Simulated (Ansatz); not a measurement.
## Ansatz 0.2.0, relaxation: K$_{2}$NaScF$_{6}$

The input file (Ansatz 0.2.0, plane waves):

```yaml
crystal:
  lattice:
    - [0.0, 4.213467, 4.213467]
    - [4.213467, 0.0, 4.213467]
    - [4.213467, 4.213467, 0.0]
  atoms:
    - { symbol: K, position: [0.25, 0.25, 0.25] }
    - { symbol: K, position: [0.75, 0.75, 0.75] }
    - { symbol: Sc, position: [0.0, 0.0, 0.0] }
    - { symbol: F, position: [0.7658, 0.2342, 0.2342] }
    - { symbol: F, position: [0.2342, 0.7658, 0.2342] }
    - { symbol: F, position: [0.2342, 0.7658, 0.7658] }
    - { symbol: F, position: [0.7658, 0.2342, 0.7658] }
    - { symbol: F, position: [0.2342, 0.2342, 0.7658] }
    - { symbol: F, position: [0.7658, 0.7658, 0.2342] }
    - { symbol: Na, position: [0.5, 0.5, 0.5] }
  symmetry: { tolerance: 0.0003 }
kpoints:
  mp_grid: { grid: [5, 5, 5], shift: [0, 0, 0] }
magnetization:
  spin_polarized: false
scf:
  occupations: { method: gaussian, width: 0.1664 }
  lower_state_search: "off"
hamiltonian:
  pseudopotentials: { kind: paw }
  xc: r2scan
basis:
  ecutwfc: 500
  fft_grid_basis: typed
relax:
  max_steps: 80
  cell: { p_target: 0.0 }
  f_tol: 0.03
output:
  forces: true
  stress: true
  eigenvalues: true
  bader: true
  populations: true
  elf: true
  write_potential: true
  volumetric_format: npy
  dos:
    e_range: [-12, 8]
    de: 0.05
    projected: { site_lists: { F: [F], K: [K], Na: [Na], Sc: [Sc] } }
  write_density: true
checkpoint:
  read: saved_state
```

The command:

```bash
ansatz run input.yaml --threads 2 --pin off --max-ram 3584MiB --backend cpu --events-out ev --progress --plain --runs-dir out
```

Origin of the cell: a database entry, scaled a little.

The saved state is a converged single point of the same cell.

Output (shortened):

```
SCF iter   1: F=-11591.027793 eV  HF=-11591.025041 eV  Δρ=6.78e-4  dr2=1.71e-4  dr2_τ=7.23e-4
SCF iter   2: F=-11591.027946 eV  HF=-11591.027805 eV  Δρ=3.67e-4  dr2=4.27e-5  dr2_τ=7.13e-5
SCF iter   3: F=-11591.028111 eV  HF=-11591.028071 eV  Δρ=1.74e-4  dr2=9.59e-6  dr2_τ=1.76e-5
SCF iter   4: F=-11591.028114 eV  HF=-11591.028114 eV  Δρ=2.15e-5  dr2=5.64e-7  dr2_τ=9.76e-8
SCF iter   5: F=-11591.028114 eV  HF=-11591.028114 eV  Δρ=5.31e-6  dr2=5.02e-8  dr2_τ=6.43e-9
relax step   1: F+E_penalty+E_count = -11591.028114 eV  Δ(F+E_penalty+E_count) = +0.000e0 eV  max|allowed force component| = 6.731e-1 eV/Å  Δτ_max = 0.0000 Å  P = +1.925 GPa  Ω = 149.606 Å³ […]
relax step   2: F+E_penalty+E_count = -11591.084657 eV  Δ(F+E_penalty+E_count) = -5.654e-2 eV  max|allowed force component| = 1.855e-1 eV/Å  Δτ_max = 0.0198 Å  P = +0.334 GPa  Ω = 150.559 Å³ […]
relax step   3: F+E_penalty+E_count = -11591.089945 eV  Δ(F+E_penalty+E_count) = -5.287e-3 eV  max|allowed force component| = 1.276e-2 eV/Å  Δτ_max = 0.0090 Å  P = -0.038 GPa  Ω = 150.327 Å³ […]
relax step   4: F+E_penalty+E_count = -11591.090332 eV  Δ(F+E_penalty+E_count) = -3.873e-4 eV  max|allowed force component| = 1.282e-2 eV/Å  Δτ_max = 0.0000 Å  P = -0.040 GPa  Ω = 150.327 Å³  stress off target by 4.01e-2 GPa […]
SCF 4 converged in 5 iterations: F = -11591.090332 eV  dr2 = 8.78e-11
basis re-selected at this cell: Δ(F+E_penalty+E_count) = -3.873e-4 eV, ΔP = -0.002 GPa vs the last step (what re-selecting the basis moved, of the pressure what is left beyond the Pulay corre […]
SCF converged after 5 iterations
Free energy (F): -11591.090332 eV
Harris-Foulkes:  -11591.090332 eV  (|F-HF|=3.47e-10)
Internal energy: -11591.090332 eV  (E = F + TS)
E sigma→0 (E₀):  -11591.090332 eV
Fermi energy:    5.049255 eV
--- Per-component energies (eV) ---
  E_band       = -869.845586
  E_kinetic    = 2145.723388
  E_local      = -6922.214144  (includes V_loc(G=0)·N_el)
  E_nonlocal   = 653.605961
  E_hartree    = 2538.882803
  E_xc         = -886.742486
  E_vxc        = -1277.093245  (∫ρ·V_xc dr)
  E_paw        = -4023.414143  (= ΣΔE_a)
  E_vpaw       = -637.083069  (= ΣTr[D̂ρ^β])
  E_aug_tail   = 0.006059  (compensation charges beyond the density's cutoff)
  E_vtau       = 89.443436  (kinetic-family band-sum trace: ∫τ·v_τ [+ j·A + Jᵃ·Aᵃ] dr)
  E_ewald      = -5096.092292
  E_core_change = -0.845478  (= ΣΔE_core)
  E_smearing   = -0.000000  (= −TS)
  Σ components = -11591.090332   (vs F -11591.090332, Δ=0.00e0)
--- Forces (eV/Å), atoms counted from 1 ---
  atom   1  K     -0.000000    -0.000000    -0.000000
  atom   2  K      0.000000     0.000000     0.000000
  atom   3  Sc     0.000000    -0.000000    -0.000000
  atom   4  F      0.012815    -0.000000    -0.000000
  atom   5  F     -0.000000     0.012815    -0.000000
  atom   6  F     -0.012815     0.000000     0.000000
  atom   7  F      0.000000    -0.012815    -0.000000
  atom   8  F     -0.000000    -0.000000     0.012815
  atom   9  F      0.000000    -0.000000    -0.012815
  atom  10  Na     0.000000    -0.000000    -0.000000
  max |Σ_I F_I| component: 1.73e-18 eV/Å
--- Stress (GPa, compression-positive) ---
       -0.040058      -0.000000      -0.000000
       -0.000000      -0.040058      -0.000000
       -0.000000      -0.000000      -0.040058
  P = ⅓ Tr σ = -0.0401 GPa (-0.401 kbar)
--- Relaxed structure (3 steps of the walk, 3 accepted, 1 SCFs on fresh bases) ---
  F+E_penalty+E_count = -11591.090332 eV   max|allowed force component| = 1.282e-2 eV/Å   (the final SCF, on the basis selected at the relaxed cell)
  cell:  # Å, volume = 150.3271 Å³
    - [0.0, 4.220227, 4.220227]
    - [4.220227, 0.0, 4.220227]
    - [4.220227, 4.220227, 0.0]
  atoms:
    - { symbol: K, position: [0.25, 0.25, 0.25] }
    - { symbol: K, position: [0.750000, 0.750000, 0.750000] }
    - { symbol: Sc, position: [2.881e-19, -1.235e-19, 0.0] }
    - { symbol: F, position: [0.762388, 0.237612, 0.237612] }
    - { symbol: F, position: [0.237612, 0.762388, 0.237612] }
    - { symbol: F, position: [0.237612, 0.762388, 0.762388] }
    - { symbol: F, position: [0.762388, 0.237612, 0.762388] }
    - { symbol: F, position: [0.237612, 0.237612, 0.762388] }
    - { symbol: F, position: [0.762388, 0.762388, 0.237612] }
    - { symbol: Na, position: [0.5, 0.5, 0.5] }
--- Löwdin populations: 10 sites ---
  site symbol       q [e]
     0      K      8.1413
     1      K      8.1413
     2     Sc      9.5809
     3      F      7.6197
     4      F      7.6197
     5      F      7.6197
     6      F      7.6197
     7      F      7.6197
     8      F      7.6197
     9     Na      8.2002
  spilling = 0.002727 (of n_electrons = 80.000000)
--- Bader charges: 10 sites ---
  site symbol  charge [e]  shift [e]
     0      K      0.9061     0.0000
     1      K      0.9061     0.0000
     2     Sc      2.2167     0.0018
     3      F     -0.8213     0.0002
     4      F     -0.8213     0.0002
     5      F     -0.8213     0.0002
     6      F     -0.8213     0.0002
     7      F     -0.8213     0.0002
     8      F     -0.8213     0.0002
     9     Na      0.8990     0.0005
  estimated error of the sums over rays = 4.2e-4 e
```

The starting structure.

Space group Fm-3m (No. 225); the run's cell has a = 5.959 Å, b = 5.959 Å, c = 5.959 Å, α = 60.00°, β = 60.00°, γ = 60.00°. Shortest distances: F–Sc 1.97 Å, F–Na 2.24 Å, F–F 2.79 Å, F–K 2.98 Å.

After:

Space group Fm-3m (No. 225); the run's cell has a = 5.968 Å, b = 5.968 Å, c = 5.968 Å, α = 60.00°, β = 60.00°, γ = 60.00°. Shortest distances: F–Sc 2.01 Å, F–Na 2.21 Å, F–F 2.84 Å, F–K 2.99 Å.

* Free energy lowered by: 6.2 meV/atom
* Volume change: 0.48 %
* Final pressure: -0.04 GPa
* Relaxation steps listed: 4

Caveats: the relaxation held the start's symmetry, so the end may be a saddle point; wide smearing.

It ran for 51 s of wall time on 2 CPU thread(s) of a shared host, from a saved density.
